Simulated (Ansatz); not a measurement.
Ansatz (a first-principles code) input:

Ansatz 0.2 input:
```yaml
crystal:
  lattice:
    - [2.8789468242, 0.0, 0.0]
    - [-1.4394734121, 2.4932410859, 0.0]
    - [0.0, 0.0, 13.021912921]
  atoms:
    - { symbol: Al, position: [0.3333333333, 0.6666666667, 0.25] }
    - { symbol: Al, position: [0.6666666667, 0.3333333333, 0.75] }
    - { symbol: V, position: [0.3333333333, 0.6666666667, 0.5851208425] }
    - { symbol: V, position: [0.6666666667, 0.3333333333, 0.4148791575] }
    - { symbol: V, position: [0.6666666667, 0.3333333333, 0.0851208425] }
    - { symbol: V, position: [0.3333333333, 0.6666666667, 0.9148791575] }
    - { symbol: C, position: [0.0, 0.0, 0.0] }
    - { symbol: C, position: [0.0, 0.0, 0.5] }
kpoints:
  mp_grid: { grid: [34, 34, 7] }
hamiltonian:
  xc: pbesol
  pseudopotentials: { azcp: { folder: ./paw }, kind: paw }
scf:
  occupations: { method: fermi_dirac, width: 0.1 }
elastic: { mode: relaxed_ion, stencil: two_point, amplitude: 0.005, f_tol: 0.0005 }
```

Output (shortened):

```
Pseudopotential: Al, paw, valence charge 3
Pseudopotential: V, paw, valence charge 13
Pseudopotential: C, paw, valence charge 4
Functional definition: PBEsol
Crystal: 8 atoms, lattice volume = 93.470 Å³
Basis set: ecut = 420 eV, 1831 PW (Γ), exchange–correlation on 40×40×180 points (8 copies of the dense FFT grid, shifted against one another)
Bands: 41, of which v1, the nominal top of the filled ones, is band 33 counted from 1 (32 counted from 0)
Symmetry: 24 space group operations
Space group: P63/mmc (ITA 194), of the structure as read, at distance tolerance 4.5e-5 Å
k-points: 456 of 8092
the search or the solves at the SCF's close seem to have found levels that the self-consistency loop had missed (the run counts 3) …
SCF 1 converged in 13 iterations: F = -13088.304507 eV  dr2 = 2.06e-14
relax step   1: F+E_penalty+E_count = -13088.30450730 eV  Δ(F+E_penalty+E_count) = +0.000e0 eV  max|allowed force component| = 2.793e-2 eV/Å  Δτ_max = 0.0000 Å  (13 SCF iters, accepted)
Crystal: 8 atoms, lattice volume = 93.470 Å³
SCF 2 converged in 12 iterations: F = -13088.304565 eV  dr2 = 6.84e-15
relax step   2: F+E_penalty+E_count = -13088.30456545 eV  Δ(F+E_penalty+E_count) = -5.815e-5 eV  max|allowed force component| = 7.770e-3 eV/Å  Δτ_max = 0.0008 Å  (12 SCF iters, accepted)
Crystal: 8 atoms, lattice volume = 93.470 Å³
SCF 3 converged in 9 iterations: F = -13088.304570 eV  dr2 = 1.55e-14
relax step   3: F+E_penalty+E_count = -13088.30457034 eV  Δ(F+E_penalty+E_count) = -4.885e-6 eV  max|allowed force component| = 8.143e-6 eV/Å  Δτ_max = 0.0003 Å  (9 SCF iters, accepted)
Crystal: 8 atoms, lattice volume = 93.470 Å³
SCF 4 converged in 14 iterations: F = -13088.304570 eV  dr2 = 0.0
Crystal: 8 atoms, lattice volume = 93.003 Å³
Basis set: ecut = 420 eV, 1819 PW (Γ), exchange–correlation on 40×40×180 points (8 copies of the dense FFT grid, shifted against one another)
Symmetry: 8 space group operations
k-points: 1228 of 8092
SCF 5 converged in 12 iterations: F = -13088.301434 eV  dr2 = 4.73e-14
relax step   1: F+E_penalty+E_count = -13088.30143388 eV  Δ(F+E_penalty+E_count) = +0.000e0 eV  max|allowed force component| = 5.277e-2 eV/Å  Δτ_max = 0.0000 Å  (12 SCF iters, accepted)
Crystal: 8 atoms, lattice volume = 93.003 Å³
SCF 6 converged in 10 iterations: F = -13088.301752 eV  dr2 = 3.78e-14
relax step   2: F+E_penalty+E_count = -13088.30175151 eV  Δ(F+E_penalty+E_count) = -3.176e-4 eV  max|allowed force component| = 4.648e-3 eV/Å  Δτ_max = 0.0051 Å  (10 SCF iters, accepted)
Crystal: 8 atoms, lattice volume = 93.003 Å³
SCF 7 converged in 8 iterations: F = -13088.301755 eV  dr2 = 2.62e-14
relax step   3: F+E_penalty+E_count = -13088.30175499 eV  Δ(F+E_penalty+E_count) = -3.475e-6 eV  max|allowed force component| = 1.371e-3 eV/Å  Δτ_max = 0.0003 Å  (8 SCF iters, accepted)
Crystal: 8 atoms, lattice volume = 93.003 Å³
SCF 8 converged in 8 iterations: F = -13088.301755 eV  dr2 = 1.51e-14
relax step   4: F+E_penalty+E_count = -13088.30175530 eV  Δ(F+E_penalty+E_count) = -3.136e-7 eV  max|allowed force component| = 1.854e-5 eV/Å  Δτ_max = 0.0001 Å  (8 SCF iters, accepted)
Crystal: 8 atoms, lattice volume = 93.003 Å³
SCF 9 converged in 14 iterations: F = -13088.301755 eV  dr2 = 7.01e-19
Crystal: 8 atoms, lattice volume = 93.937 Å³
Basis set: ecut = 420 eV, 1839 PW (Γ), exchange–correlation on 40×40×180 points (8 copies of the dense FFT grid, shifted against one another)
SCF 10 converged in 12 iterations: F = -13088.301894 eV  dr2 = 3.93e-14
relax step   1: F+E_penalty+E_count = -13088.30189368 eV  Δ(F+E_penalty+E_count) = +0.000e0 eV  max|allowed force component| = 5.106e-2 eV/Å  Δτ_max = 0.0000 Å  (12 SCF iters, accepted)
Crystal: 8 atoms, lattice volume = 93.937 Å³
SCF 11 converged in 10 iterations: F = -13088.302199 eV  dr2 = 4.35e-14
relax step   2: F+E_penalty+E_count = -13088.30219931 eV  Δ(F+E_penalty+E_count) = -3.056e-4 eV  max|allowed force component| = 1.167e-3 eV/Å  Δτ_max = 0.0051 Å  (10 SCF iters, accepted)
Crystal: 8 atoms, lattice volume = 93.937 Å³
SCF 12 converged in 8 iterations: F = -13088.302200 eV  dr2 = 1.35e-14
relax step   3: F+E_penalty+E_count = -13088.30219950 eV  Δ(F+E_penalty+E_count) = -1.944e-7 eV  max|allowed force component| = 1.075e-5 eV/Å  Δτ_max = 0.0002 Å  (8 SCF iters, accepted)
Crystal: 8 atoms, lattice volume = 93.937 Å³
SCF 13 converged in 14 iterations: F = -13088.302200 eV  dr2 = 2.02e-18
Crystal: 8 atoms, lattice volume = 93.003 Å³
SCF 14 converged in 12 iterations: F = -13088.301119 eV  dr2 = 5.57e-15
relax step   1: F+E_penalty+E_count = -13088.30111948 eV  Δ(F+E_penalty+E_count) = +0.000e0 eV  max|allowed force component| = 6.300e-2 eV/Å  Δτ_max = 0.0000 Å  (12 SCF iters, accepted)
Crystal: 8 atoms, lattice volume = 93.003 Å³
SCF 15 converged in 10 iterations: F = -13088.301435 eV  dr2 = 6.35e-14
relax step   2: F+E_penalty+E_count = -13088.30143486 eV  Δ(F+E_penalty+E_count) = -3.154e-4 eV  max|allowed force component| = 1.088e-3 eV/Å  Δτ_max = 0.0025 Å  (10 SCF iters, accepted)
Crystal: 8 atoms, lattice volume = 93.003 Å³
SCF 16 converged in 8 iterations: F = -13088.301435 eV  dr2 = 1.05e-14
relax step   3: F+E_penalty+E_count = -13088.30143496 eV  Δ(F+E_penalty+E_count) = -9.431e-8 eV  max|allowed force component| = 2.677e-6 eV/Å  Δτ_max = 0.0000 Å  (8 SCF iters, accepted)
Crystal: 8 atoms, lattice volume = 93.003 Å³
SCF 17 converged in 14 iterations: F = -13088.301435 eV  dr2 = 1.90e-18
Crystal: 8 atoms, lattice volume = 93.937 Å³
SCF 18 converged in 12 iterations: F = -13088.302424 eV  dr2 = 5.33e-15
relax step   1: F+E_penalty+E_count = -13088.30242435 eV  Δ(F+E_penalty+E_count) = +0.000e0 eV  max|allowed force component| = 6.222e-2 eV/Å  Δτ_max = 0.0000 Å  (12 SCF iters, accepted)
Crystal: 8 atoms, lattice volume = 93.937 Å³
SCF 19 converged in 10 iterations: F = -13088.302743 eV  dr2 = 5.21e-14
relax step   2: F+E_penalty+E_count = -13088.30274318 eV  Δ(F+E_penalty+E_count) = -3.188e-4 eV  max|allowed force component| = 1.992e-3 eV/Å  Δτ_max = 0.0025 Å  (10 SCF iters, accepted)
Crystal: 8 atoms, lattice volume = 93.937 Å³
SCF 20 converged in 8 iterations: F = -13088.302744 eV  dr2 = 4.27e-14
relax step   3: F+E_penalty+E_count = -13088.30274350 eV  Δ(F+E_penalty+E_count) = -3.259e-7 eV  max|allowed force component| = 4.849e-6 eV/Å  Δτ_max = 0.0001 Å  (8 SCF iters, accepted)
Crystal: 8 atoms, lattice volume = 93.937 Å³
SCF 21 converged in 14 iterations: F = -13088.302744 eV  dr2 = 1.48e-18
Crystal: 8 atoms, lattice volume = 93.470 Å³
Basis set: ecut = 420 eV, 1829 PW (Γ), exchange–correlation on 40×40×180 points (8 copies of the dense FFT grid, shifted against one another)
Symmetry: 4 space group operations
k-points: 2092 of 8092
SCF 22 converged in 10 iterations: F = -13088.303198 eV  dr2 = 2.71e-14
relax step   1: F+E_penalty+E_count = -13088.30319763 eV  Δ(F+E_penalty+E_count) = +0.000e0 eV  max|allowed force component| = 3.803e-2 eV/Å  Δτ_max = 0.0000 Å  (10 SCF iters, accepted)
Crystal: 8 atoms, lattice volume = 93.470 Å³
SCF 23 converged in 9 iterations: F = -13088.303394 eV  dr2 = 1.20e-14
relax step   2: F+E_penalty+E_count = -13088.30339424 eV  Δ(F+E_penalty+E_count) = -1.966e-4 eV  max|allowed force component| = 1.091e-2 eV/Å  Δτ_max = 0.0020 Å  (9 SCF iters, accepted)
Crystal: 8 atoms, lattice volume = 93.470 Å³
SCF 24 converged in 8 iterations: F = -13088.303412 eV  dr2 = 8.76e-14
relax step   3: F+E_penalty+E_count = -13088.30341211 eV  Δ(F+E_penalty+E_count) = -1.786e-5 eV  max|allowed force component| = 4.934e-5 eV/Å  Δτ_max = 0.0008 Å  (8 SCF iters, accepted)
Crystal: 8 atoms, lattice volume = 93.470 Å³
SCF 25 converged in 14 iterations: F = -13088.303412 eV  dr2 = 1.97e-19
Crystal: 8 atoms, lattice volume = 93.470 Å³
SCF 26 converged in 10 iterations: F = -13088.303198 eV  dr2 = 3.35e-14
relax step   1: F+E_penalty+E_count = -13088.30319763 eV  Δ(F+E_penalty+E_count) = +0.000e0 eV  max|allowed force component| = 3.803e-2 eV/Å  Δτ_max = 0.0000 Å  (10 SCF iters, accepted)
Crystal: 8 atoms, lattice volume = 93.470 Å³
SCF 27 converged in 9 iterations: F = -13088.303412 eV  dr2 = 4.07e-14
relax step   2: F+E_penalty+E_count = -13088.30341180 eV  Δ(F+E_penalty+E_count) = -2.142e-4 eV  max|allowed force component| = 1.641e-3 eV/Å  Δτ_max = 0.0029 Å  (9 SCF iters, accepted)
Crystal: 8 atoms, lattice volume = 93.470 Å³
SCF 28 converged in 8 iterations: F = -13088.303412 eV  dr2 = 2.65e-14
relax step   3: F+E_penalty+E_count = -13088.30341210 eV  Δ(F+E_penalty+E_count) = -3.068e-7 eV  max|allowed force component| = 9.968e-5 eV/Å  Δτ_max = 0.0001 Å  (8 SCF iters, accepted)
Crystal: 8 atoms, lattice volume = 93.470 Å³
SCF 29 converged in 14 iterations: F = -13088.303412 eV  dr2 = 2.43e-18
SCF converged after 14 iterations
Stability not checked: this state was not tested for a lower state beside it, because too few of the mixer's solves of this state at the end of the SCF gave a …
Free energy (F): -13088.304570 eV
Harris-Foulkes:  -13088.304570 eV  (|F-HF|=0.00e0)
Internal energy: -13088.161559 eV  (E = F + TS)
E sigma→0 (E₀):  -13088.233065 eV
Entropy (-TS):   -0.143011 eV (-17.876 meV/atom)
Fermi energy:    14.044235 eV
--- Per-component energies (eV) ---
  E_band       = -641.978296
  E_kinetic    = 1408.990060
  E_local      = -6873.185168  (includes V_loc(G=0)·N_el)
  E_nonlocal   = 398.803134
  E_hartree    = 3029.027315
  E_xc         = -631.070577
  E_vxc        = -762.559052  (∫ρ·V_xc dr)
  E_paw        = -5502.669904  (= ΣΔE_a)
  E_vpaw       = -872.085570  (= ΣTr[D̂ρ^β])
  E_aug_tail   = 0.003670  (compensation charges beyond the density's cutoff)
  E_ewald      = -4918.739285
  E_core_change = 0.679196  (= ΣΔE_core)
  E_smearing   = -0.143011  (= −TS)
  E_closure    = 0.000000  (closes the sum)
  Σ components = -13088.304570   (vs F -13088.304570, Δ=0.00e0)
--- Forces (eV/Å), atoms counted from 1 ---
  atom   1  Al     0.00000000     0.00000000     0.00000000
  atom   2  Al     0.00000000     0.00000000     0.00000000
  atom   3  V      0.00000000     0.00000000     0.00000824
  atom   4  V      0.00000000     0.00000000    -0.00000824
  atom   5  V      0.00000000     0.00000000     0.00000824
  atom   6  V      0.00000000     0.00000000    -0.00000824
  atom   7  C      0.00000000     0.00000000     0.00000000
  atom   8  C      0.00000000     0.00000000     0.00000000
  max |Σ_I F_I| component: 3.93e-17 eV/Å
--- Stress (GPa, compression-positive) ---
        0.067907       0.000000       0.000000
        0.000000       0.067907       0.000000
        0.000000       0.000000       0.219767
  P = ⅓ Tr σ = 0.1185 GPa (1.185 kbar)
--- Band table (eV; the first three rows and the last of 456) ---
  k-point 0: bands = ["-50.0412", "-50.0412", "-49.9722", "-49.9721", "-24.2258", "-24.2234", "-23.8477", "-23.8451", "-23.8054", "-23.8054", "-23.8053", "-23.8053", "-23.7610", "-23.7610", "-23.7610", "-23.7610", "1.3878", "1.4855", "4.9450", "5.5808", …
  k-point 1: bands = ["-50.0412", "-50.0412", "-49.9722", "-49.9721", "-24.2257", "-24.2235", "-23.8476", "-23.8453", "-23.8054", "-23.8054", "-23.8053", "-23.8053", "-23.7610", "-23.7610", "-23.7610", "-23.7610", "1.3924", "1.4804", "4.9699", "5.5379", …
  k-point 2: bands = ["-50.0412", "-50.0412", "-49.9721", "-49.9721", "-24.2253", "-24.2239", "-23.8472", "-23.8456", "-23.8054", "-23.8054", "-23.8053", "-23.8053", "-23.7610", "-23.7610", "-23.7610", "-23.7610", "1.4053", "1.4662", "5.0421", "5.4281", …
  k-point 455: bands = ["-49.9453", "-49.9453", "-49.9428", "-49.9428", "-24.1473", "-24.1473", "-24.1226", "-24.1225", "-24.1176", "-24.1175", "-23.9966", "-23.9966", "-23.8822", "-23.8820", "-23.8751", "-23.8749", "3.4665", "3.4666", "8.7877", "8.8010", …
--- Elastic constants: 3 strain directions × 2 members + reference (group order 24) ---
  dense FFT box of the reference and of every strained cell: 20×20×90
  strains applied: 11, 33, 23; error gains …
  reference relaxed by the batch: 3 steps …
  largest displacement 1.1e-3 Å; the constants are those of the deck's cell at these positions:
  atoms:
    - { symbol: Al, position: [0.3333333333333333, 0.6666666666666666, 0.25] }
    - { symbol: Al, position: [0.6666666666666666, 0.3333333333333333, 0.75] }
    - { symbol: V, position: [0.3333333333333333, 0.6666666666666666, 0.5852075203236504] }
    - { symbol: V, position: [0.6666666666666666, 0.3333333333333333, 0.4147924796763496] }
    - { symbol: V, position: [0.6666666666666666, 0.3333333333333333, 0.08520752032365042] }
    - { symbol: V, position: [0.3333333333333333, 0.6666666666666666, 0.9147924796763496] }
    - { symbol: C, position: [0.0, 0.0, 0.0] }
    - { symbol: C, position: [0.0, 0.0, 0.5] }
  C = ∂σ_k/∂η_j (tension-positive GPa; Voigt order 11 22 33 23 13 12):
       356.112     82.853    108.623      0.000      0.000      0.000
        82.853    356.112    108.623      0.000      0.000      0.000
       108.763    108.763    340.248      0.000      0.000      0.000
         0.000      0.000      0.000    158.988      0.000      0.000
         0.000      0.000      0.000      0.000    158.988      0.000
         0.000      0.000      0.000      0.000      0.000    136.629
  reference stress σ⁰ (GPa):     -0.068     -0.068     -0.220      0.000      0.000      0.000
  moduli (Voigt/Reuss/Hill, GPa): K = 183.66/183.63/183.64   G = 141.07/138.96/140.01   E = 334.92   ν = 0.196
  mechanically stable: yes (min eigenvalue of sym C = 136.63 GPa)
  strain η (Voigt 11):  stress-route row diagonal C_11 = 356.11 GPa, energy-path curvature d²(F+E_count+ΔE)/dδ²/Ω₀ = 356.02 GPa
         δ    σ_11 (GPa)             F (eV)   n_scf  n_hpsi   n_pw
    -5.000e-3      -1.8752      -13088.3017553      14  1040263   1841   relax 4 steps, max|allowed force component| 1.85e-5 eV/Å
     5.000e-3       1.6859      -13088.3021995      14  1041327   1865   relax 3 steps, max|allowed force component| 1.08e-5 eV/Å
  strain η (Voigt 33):  stress-route row diagonal C_33 = 340.25 GPa, energy-path curvature d²(F+E_count+ΔE)/dδ²/Ω₀ = 340.09 GPa
         δ    σ_33 (GPa)             F (eV)   n_scf  n_hpsi   n_pw
    -5.000e-3      -1.9423      -13088.3014350      14  385017   1841   relax 3 steps, max|allowed force component| 2.68e-6 eV/Å
     5.000e-3       1.4602      -13088.3027435      14  383719   1859   relax 3 steps, max|allowed force component| 4.85e-6 eV/Å
  strain η (Voigt 23):  stress-route row diagonal C_44 = 158.99 GPa, energy-path curvature d²(F+E_count+ΔE)/dδ²/Ω₀ = 158.96 GPa
         δ    σ_23 (GPa)             F (eV)   n_scf  n_hpsi   n_pw
    -5.000e-3      -0.7949      -13088.3034121      14  1780908   1850   relax 3 steps, max|allowed force component| 4.93e-5 eV/Å
     5.000e-3       0.7950      -13088.3034121      14  1779892   1850   relax 3 steps, max|allowed force component| 9.97e-5 eV/Å
```

Cost: roughly 70 core-minutes on shared cores.

Space group P6_3/mmc. The PBEsol relaxation kept the symmetry of its start. No spin polarisation was allowed. As this level gives no gap, shear constants depend on the k-mesh and smearing (Fermi–Dirac, 0.1 eV here).

Potentials: the earlier of the program's two PAW sets. The files were generated under PBE; for other functionals the program regenerates the frozen cores, and for LDA and PBEsol the local potential too.

Ansatz is a plane-wave DFT program.
